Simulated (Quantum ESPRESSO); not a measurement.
MgCdTe$_{2}$ is taken in the tetragonal space group P-4m2 (No. 115), Pearson symbol tP4. Cell: a = b = 4.599 Å, c = 6.391 Å, α = β = γ = 90.00°. Mg on 1c is coordinated by 4 Te at 2.787 Å (tetrahedral). Cd on 1a sees 4 Te at 2.813 Å (tetrahedral). Te on 2g is surrounded by 2 Mg at 2.787 Å and 2 Cd at 2.813 Å (tetrahedral). (Neighbours: up to the widest gap in distance over summed covalent radii, below 1.35, at either atom; cation-cation contacts left out.)

Cell and atoms were relaxed with PBEsol from Materials Project entry mp-1222011, within its symmetry.

**Question.** What does PBEsol (pw.x of Quantum ESPRESSO, ONCV potentials, with spin-orbit coupling) give for the electronic structure near the Fermi level?

**Answer.** The PBEsol gap is direct, 1.16 eV at Γ. 

The structure is a Materials Project entry; no match was found in the copy of COD used, and its stability was not checked.
